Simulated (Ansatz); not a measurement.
MgS (rock salt, Fm-3m) at seven volumes, HSE06 (plane waves, PAW; program Ansatz), scaled uniformly. One row is withheld.

| V (Å³/atom) | P (GPa) |
|---|---|
| 15.940 | 9.13 |
| 16.465 | 5.61 |
| 16.991 | 2.59 |
| 17.516 | 0.00 |
| 18.041 | ? |
| 18.567 | -4.15 |
| 19.092 | -5.80 |

Fit the shown pressures and predict the withheld one.

P = (3/2)B₀(x^(7/2) − x^(5/2))[1 + (3/4)(B′ − 4)(x − 1)] with x = (V₀/V)^(2/3). Least squares on the six rows gives V₀ = 17.516 Å³/atom, B₀ = 80.1 GPa, B′ = 4.03. At V = 18.041, x = 0.9805 and P = -2.23 GPa. The run itself gave -2.23 GPa.

The cell was relaxed with HSE06 under the symmetry of its start.

Potentials: the later of the program's two PAW sets.
